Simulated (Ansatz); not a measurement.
This ZnSnN structure is the end of a relaxation. The cell was found from a structure generator's guess, not taken from experiment.

Computed with Ansatz 0.2.0, DFT PBE, scalar-relativistic, plane waves, PAW. Cutoff 420 eV, Γ-centred mesh, Gaussian smearing, no spin polarisation.

```xyz
3
Lattice="3.3507 0.0000 0.0000 0.0000 4.5627 0.0000 -0.7545 0.0000 3.2973" Properties=species:S:1:pos:R:3 pbc="T T T"
Zn    0.0000    2.6986    0.0000
Sn    1.2981    0.2150    1.6486
N    -0.3772    1.6490    1.6486
```

The zero of energy is the elements' standard structures at the same level (N₂ as a molecule); no fitted shifts are applied. The references include grey tin.

(1) Find its symmetry and describe it.

(2) What is its formation energy per atom?

(3) Is it a metal?

## Answers

(1) P2 (No. 3). Conventional cell: a = 3.351 Å, b = 4.563 Å, c = 3.383 Å, β = 102.9°. Around Zn lie 2 N at 1.99 Å; around Sn lie 2 N at 2.21 Å; N has 2 Zn at 1.99 Å and 2 Sn at 2.21 Å.

(2) +0.25 eV/atom. It can't be a ground state, since the elements alone are lower.

(3) Yes, bands cross the Fermi level on the 14×10×14 mesh.

The last run used a 14×10×14 mesh (in the run's order of axes) for its 3-atom cell and Gaussian smearing of 0.10 eV. An odd number of electrons in the primitive cell allows no gap without spin; a larger cell or a magnetic state could open one. This cell was reached by moving the atoms of another relaxed cell at random and relaxing again, last within the group found; it had no such test of its own.
